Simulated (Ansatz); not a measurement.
SrTl2 in space group P6_3/mmc (No. 194; Tl on 4f, Sr on 2b) at seven volumes, the program Ansatz at the r²SCAN level (PAW), shape and atoms relaxed at each. One row is withheld.

| V (Å³/atom) | P (GPa) |
|---|---|
| 28.711 | 3.76 |
| 29.657 | 2.25 |
| 30.604 | 1.01 |
| 31.550 | 0.00 |
| 32.497 | -0.85 |
| 33.443 | -1.57 |
| 34.390 | ? |

Question: Fit the shown pressures and predict the withheld one.

Answer: Third-order Birch–Murnaghan: P = (3/2)B₀(x^(7/2) − x^(5/2))[1 + (3/4)(B′ − 4)(x − 1)] with x = (V₀/V)^(2/3). Least squares on the six rows gives V₀ = 31.541 Å³/atom, B₀ = 31.14 GPa, B′ = 5.29. At V = 34.390, x = 0.9440 and P = -2.14 GPa. The run itself gave -2.18 GPa.

The workflow started from an entry of the Crystallography Open Database (COD). Its standing as an ambient phase is unchecked. The r²SCAN relaxation kept the symmetry of its start; its stability against distortions is not shown here. Spin–orbit coupling is left out wherever it is not named.

Potentials: the later of the program's two PAW sets.
